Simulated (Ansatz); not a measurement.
# Zone-centre phonons of Hg2Pb at 0.9 GPa: input and output

All numbers below come from DFT PBE, scalar-relativistic, plane waves, PAW (Ansatz).

Launched with:
```bash
ansatz run input.yaml --threads 1 --pin off --max-ram 2560MiB --backend cpu --events-out ev --progress --plain --runs-dir out
```

Input (bare energies are in eV):
```yaml
crystal:
  lattice:
    - [0.0, 3.615, 3.615]
    - [3.615, 0.0, 3.615]
    - [3.615, 3.615, 0.0]
  atoms:
    - { symbol: Pb, position: [0.0, 0.0, 0.0] }
    - { symbol: Hg, position: [0.25, 0.25, 0.25] }
    - { symbol: Hg, position: [0.75, 0.75, 0.75] }
basis:
  ecutwfc: 420
kpoints:
  mp_grid: { grid: [10, 10, 10] }
hamiltonian:
  xc: pbe
scf:
  occupations: { method: fermi_dirac, width: 0.15 }
output:
  eigenvalues: true
phonons:
  method: dfpt
  eigenvectors: true
```

The end of the output:
```
--- Phonons (Γ-DFPT): 2 representative perturbations + reference, on 102 of 1000 k-points (Σ response iterations 6) ---
  k mesh reduced under 8 symmetry operations, with k and −k counted as one. Each operation leaves every solved displacement unchanged or reverses it
  ASR residual: 9.525e-5 → 0.000e0 eV/Å²; symmetrization residual: 1.036e-5 eV/Å²
  ASR residual per site (eV/Å²): 2.84e-6 9.53e-5 9.53e-5
  Γ frequencies (cm⁻¹): 0.00 0.00 0.00 51.75 51.75 51.75 65.34 65.34 65.34
  non-analytic LO–TO correction: not included (Born effective charges unavailable; polar crystals: no LO–TO splitting at Γ)
```

The run took 87 s on 1 thread of Intel(R) Xeon(R) Platinum 8259CL CPU @ 2.50GHz (Skylake/Cascade Lake), with other jobs on the host, peak memory 1.2 GiB.

The cell is the ideal cubic antifluorite prototype; whether it is the stable structure of this composition wasn't checked. In a metal, frequencies and elastic constants depend on the k mesh and the smearing, soft modes and shear constants most. Spin–orbit coupling is left out, which can shift energies with elements as heavy as these.